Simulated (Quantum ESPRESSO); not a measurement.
## Calculated data, MgGa2SiP4 (made-up cell)

All values are calculated (Quantum ESPRESSO 7.5). Calculation on a made-up crystal cell, not a measurement: periodic Kohn-Sham density functional theory in plane waves with PseudoDojo standard norm-conserving scalar-relativistic pseudopotentials, each functional with its own files (v0.5 for PBE, v0.4.1 for LDA and PBEsol), no spin polarisation, no spin-orbit coupling, atoms not relaxed, stress positive in tension, energies less a fixed whole-eV offset for each atom's element; levels are Kohn-Sham levels at fractions of this cell's reciprocal vectors, counted from the reference band (half the neutral cell's valence electrons, rounded up) at Gamma; error bars cover cutoff and k-mesh only, not smearing or the files; added strain carries the atoms with the cell, and shear is the tensor component; each bar is the largest change over components, and at least 0.002 eV, 0.002 eV per angstrom or 0.02 GPa; energies are for the whole cell, and the offsets were chosen from early runs and are not element reference energies.

Entry: MgGa2SiP4 (made-up cell)

```xyz
8
Lattice="5.6594 0.0061 -0.0158 0.0061 5.6189 0.0783 -0.0158 0.0783 5.6387" Properties=species:S:1:pos:R:3 MgGa2SiP4
Ga    -0.0595     0.0796     0.0202
Mg    -0.0485     2.8439     2.7694
Ga     2.8541    -0.0265     2.8005
Si     2.8990     2.8115     0.0183
P      1.4003     1.4259     1.3554
P      1.3705     4.2000     4.2232
P      4.2768     1.4429     4.2056
P      4.2911     4.2859     1.3632
```

Here we set lattice type zincblende/diamond, functional pbe, cutoff 1143 eV, fermi dirac smearing 0.025 eV, scf tolerance 1e-07 eV, electrons removed 0 and k mesh 4 x 4 x 4, shifted by half a step.

Atoms:
```csv
atoms element,atom site,atom energy offset (eV)
Ga,1,-2080
Mg,2,-1617
Ga,3,-2080
Si,4,-115
P,5,-189
P,6,-189
P,7,-189
P,8,-189
```

Q: MgGa2SiP4 (made-up cell): stress yy?
A: 3.3 GPa

Q: Estimate the stress zz of MgGa2SiP4 (made-up cell).
A: 2.574 GPa

Q: Estimate the pressure of MgGa2SiP4 (made-up cell).
A: -3.283 GPa

Further results for MgGa2SiP4 (made-up cell):

```
free energy less offsets : -1.261 eV
smearing term minus ts   : 0 eV
scf iterations           : 11
stress xx                : 3.976 GPa
stress yz                : 2.391 GPa
stress xz                : -0.4573 GPa
stress xy                : -0.1055 GPa
error bar energy         : 0.007737 eV
error bar stress         : 0.02 GPa
error bar force          : 0.002721 eV/Å
error bars from          : tighter rerun of a related cell
```

Forces:
```csv
site,x (eV/Å),y (eV/Å),z (eV/Å)
1,1.044,-0.4066,-0.7147
2,0.4611,-0.1962,0.06332
3,-0.4509,0.1848,-0.01901
4,-0.636,-0.02788,-0.5766
5,1.29,0.06835,-0.2075
6,1.067,0.4462,1.198
7,-1.361,0.3548,0.4814
8,-1.416,-0.4235,-0.2246
```
